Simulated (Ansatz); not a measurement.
Relaxed-ion elastic tensor of Sn$_{3}$Pd (Cu3Au type, space group No. 221) in GPa (Voigt order), PBEsol in the plane-wave PAW code Ansatz; density 8.60 g/cm³, 22.34 Å³ per atom.

```json
[
 {"": "1", "1": "81.6", "2": "74.1", "3": "74.1", "4": "0.0", "5": "0.0", "6": "0.0"},
 {"": "2", "1": "74.1", "2": "81.6", "3": "74.1", "4": "0.0", "5": "0.0", "6": "0.0"},
 {"": "3", "1": "74.1", "2": "74.1", "3": "81.6", "4": "0.0", "5": "0.0", "6": "0.0"},
 {"": "4", "1": "0.0", "2": "0.0", "3": "0.0", "4": "14.3", "5": "0.0", "6": "0.0"},
 {"": "5", "1": "0.0", "2": "0.0", "3": "0.0", "4": "0.0", "5": "14.3", "6": "0.0"},
 {"": "6", "1": "0.0", "2": "0.0", "3": "0.0", "4": "0.0", "5": "0.0", "6": "14.3"}
]
```

Task: Is the crystal mechanically stable?

Result: Yes: the smallest eigenvalue of C is 7.5 GPa.

Task: Work out the Voigt, Reuss and Hill averages.

Result: K_V = 76.6, K_R = 76.6, K_H = 76.6; G_V = 10.1, G_R = 6.7, G_H = 8.4 GPa.

Task: Give Young's modulus, Poisson's ratio, Pugh's ratio and the universal anisotropy index.

Result: E = 9KG/(3K + G) = 24.3 GPa; ν = 0.45; K/G = 9.14 (ductile by the Pugh limit of 1.75); A_U = 5G_V/G_R + K_V/K_R − 6 = 2.51.

Task: Estimate the sound speeds and the Debye temperature.

Result: v_l = √((K + 4G/3)/ρ) = 3200 m/s, v_t = √(G/ρ) = 987 m/s, mean 1120 m/s; Θ = (h/k)(3n/4πV)^(1/3) v_m = 119 K.

Task: Give the Zener ratio and Young's modulus along [100], [110] and [111].

Result: A = 2C44/(C11 − C12) = 3.83; 1/E = S11 − 2(S11 − S12 − S44/2)Γ with Γ = 0, 1/4, 1/3 gives 11.0, 24.2, 40.3 GPa.

Space group Pm-3m (Cu3Au type). The workflow started from an entry of the Crystallography Open Database (COD), which files this formula under 2 space groups. Whether it is the stable phase at ambient conditions was not checked. The PBEsol relaxation kept the symmetry of its start. At this level the phase is dynamically unstable (imaginary phonons). The run is not spin-polarised. The volume moved by 42 % from the start of the relaxation. As this level gives no gap, shear constants depend on the k-mesh and smearing (Fermi–Dirac, 0.1 eV here). Spin–orbit coupling is left out wherever it is not named.

Potentials: the later of the program's two PAW sets.
